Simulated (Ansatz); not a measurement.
HfN (CsCl type, Pm-3m) under volume change, PBEsol (plane waves, PAW; program Ansatz), scaled uniformly.

```
V (Å³/atom)  E − E(relaxed) (meV/atom)  P (GPa)
-----------  -------------------------  -------
9.892                             83.1    29.59
10.218                             [?]      [?]
10.544                             8.3     8.34
10.870                             0.0     0.03
11.196                             7.4    -7.08
11.522                             [?]      [?]
11.848                            60.3   -18.37
```

**Question.** Complete the blanks.

**Answer.** 
- 11.522, E − E(relaxed) (meV/atom): 28.1
- 11.522, P (GPa): -13.16
- 10.218, E − E(relaxed) (meV/atom): 34.9
- 10.218, P (GPa): 18.10

**Question.** What does a third-order Birch–Murnaghan fit give for V₀, B₀ and B′?

**Answer.** V₀ = 10.87 Å³/atom, B₀ = 256 GPa, B′ = 4.3.

The cell is a constructed one: a structure type filled with these elements; neither database checked (COD, Materials Project) lists it. It is not the phase usual at ambient conditions (space group No. 225). Symmetry was held in the PBEsol relaxation; of distortions, only those at the zone centre were tested. No spin polarisation was allowed. Spin–orbit coupling is left out wherever it is not named.

Potentials: the later of the program's two PAW sets.
